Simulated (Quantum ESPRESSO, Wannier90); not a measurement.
## HfC (rock salt), plane waves to Wannier functions

```xyz
2
Lattice="0.0000 2.3171 2.3171 2.3171 0.0000 2.3171 2.3171 2.3171 0.0000" Properties=species:S:1:pos:R:3 pbc="T T T"
Hf     0.0000     0.0000     0.0000
C      2.3171     2.3171     2.3171
```

Structure: Materials Project mp-21075, symmetrised, not relaxed again. COD (Crystallography Open Database) has an entry of this formula and space group (matched by these alone). Computed values, not measurements, from LDA: Quantum ESPRESSO (norm-conserving PseudoDojo potentials, cutoff 66 Ry, no spin polarisation, no spin-orbit coupling) on a Γ-centred 10×10×10 mesh, then Wannier90. Density: 12×12×12 mesh, cold smearing 0.01 Ry. Spin-orbit coupling is left out although heavy elements are present.

A tight-binding model is made by disentanglement and projection with no localisation steps (num_iter = 0), so the 13 orbitals stay atom-like: hydrogen-like Hf: s;p;d; C: s;p, axes along x, y, z; frozen window up to 1.50 eV relative to the Fermi level. It follows pw.x to 3.0 meV rms for states up to 1.0 eV relative to the Fermi level. Matrix elements depend on this choice of orbitals and windows.

The 20 largest hoppings ⟨m,0|H|n,R⟩ between different sites (one of each Hermitian pair; signs follow the real orbitals' lobes; the list may end inside a set of equal values):

```
m               n      R  distance of the centres (Å)  t (eV)
-----  ----------  -----  ---------------------------  ------
C2 pz     Hf1 dz2  0 0 1                         2.32   2.710
C2 pz     Hf1 dz2  1 1 0                         2.32  -2.710
C2 py  Hf1 dx2-y2  0 1 0                         2.32  -2.347
C2 px  Hf1 dx2-y2  0 1 1                         2.32  -2.347
C2 px  Hf1 dx2-y2  1 0 0                         2.32   2.347
C2 py  Hf1 dx2-y2  1 0 1                         2.32   2.347
C2 s      Hf1 dz2  0 0 1                         2.32  -2.272
C2 s      Hf1 dz2  1 1 0                         2.32  -2.272
C2 pz      Hf1 pz  0 0 1                         2.32   2.248
C2 py      Hf1 py  0 1 0                         2.32   2.248
C2 px      Hf1 px  0 1 1                         2.32   2.248
C2 px      Hf1 px  1 0 0                         2.32   2.248
C2 py      Hf1 py  1 0 1                         2.32   2.248
C2 pz      Hf1 pz  1 1 0                         2.32   2.248
C2 pz       Hf1 s  0 0 1                         2.32   2.138
C2 py       Hf1 s  0 1 0                         2.32   2.138
C2 px       Hf1 s  0 1 1                         2.32  -2.138
C2 px       Hf1 s  1 0 0                         2.32   2.138
C2 py       Hf1 s  1 0 1                         2.32  -2.138
C2 pz       Hf1 s  1 1 0                         2.32  -2.138
```
